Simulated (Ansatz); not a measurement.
LaGa$_{2}$ in space group P6/mmm (No. 191; La on 1a, Ga on 2d) under volume change, the program Ansatz at the PBEsol level (PAW), shape and atoms relaxed at each volume.

```json
[
 {"V (Å³/atom)": "21.011", "E − E(relaxed) (meV/atom)": "49.2", "P (GPa)": "8.17"},
 {"V (Å³/atom)": "21.704", "E − E(relaxed) (meV/atom)": "20.8", "P (GPa)": "5.05"},
 {"V (Å³/atom)": "22.396", "E − E(relaxed) (meV/atom)": "4.9", "P (GPa)": "2.34"},
 {"V (Å³/atom)": "23.089", "E − E(relaxed) (meV/atom)": "0.0", "P (GPa)": "0.00"},
 {"V (Å³/atom)": "23.782", "E − E(relaxed) (meV/atom)": "(withheld)", "P (GPa)": "(withheld)"},
 {"V (Å³/atom)": "24.474", "E − E(relaxed) (meV/atom)": "(withheld)", "P (GPa)": "(withheld)"},
 {"V (Å³/atom)": "25.167", "E − E(relaxed) (meV/atom)": "36.5", "P (GPa)": "-5.21"}
]
```

Fill in the missing entries.


- 23.782, E − E(relaxed) (meV/atom): 4.5
- 23.782, P (GPa): -2.02
- 24.474, E − E(relaxed) (meV/atom): 17.0
- 24.474, P (GPa): -3.75

What does a third-order Birch–Murnaghan fit give for V₀, B₀ and B′?

V₀ = 23.09 Å³/atom, B₀ = 71.9 GPa, B′ = 4.0.

The workflow started from an entry of the Crystallography Open Database (COD, 293 K). Whether it is the stable phase at ambient conditions was not checked. The PBEsol relaxation kept the symmetry of its start; of distortions, only those at the zone centre were tested. Scalar-relativistic: spin–orbit coupling is off unless named, which matters more the heavier the elements.

Potentials: the later of the program's two PAW sets.
